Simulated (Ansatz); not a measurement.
## What relativity does to Si2W

```
Si W
1.0
    -1.61445    1.61445    3.93387
     1.61445   -1.61445    3.93387
     1.61445    1.61445   -3.93387
Si W
2 1
Direct
  0.33452 0.33452 0.00000
  0.66548 0.66548 0.00000
  0.00000 0.00000 0.00000
```

The cell comes from a relaxation on PAW files under the same functional, begun from a database entry that needn't be the ground state.

All-electron LAPW in Ansatz 0.2.0 under PBE, with a Γ-centred 16×16×16 k mesh, Fermi–Dirac smearing of 0.05 eV, no spin polarisation. The basis error target is 0.5 meV/atom. The same cell is solved at each level of relativity (Schrödinger's equation, the scalar-relativistic one), and each level may then relax the cell.

The elements are taken as Si diamond, W bcc, each relaxed on PAW files under the same functional and computed by the same method as the compound; zero-point and thermal terms are left out. Formation energies keep the scalar-relativistic cells of compound and elements, so at the other levels neither side is at rest.

Spin–orbit coupling wasn't run.

```tsv
level	P at the cell (GPa)	gap (eV)	ΔE(formation) at the fixed cells (eV/atom)	relaxed V (Å³/atom)
scalar-relativistic	-0.01	0.00	-0.340	13.67
non-relativistic	?	0.00	?	14.13
```

(1) What belongs in the row "non-relativistic", column "ΔE(formation) at the fixed cells (eV/atom)"?

(2) Give the missing entry: row "non-relativistic", column "P at the cell (GPa)".

(3) Does scalar relativity shrink or swell this crystal?

(4) How do the Löwdin populations move when relativity is switched off?

Answers

(1) -0.535.

(2) 7.35.

(3) It shrinks it by 3.2 % in volume against the non-relativistic cell.

(4) W 6s 0.53 → 0.46, W 5d 5.45 → 5.56 electrons an atom. The projections hold only the shells that the free atoms fill, so charge of other character is partly counted to these shells and partly left out.
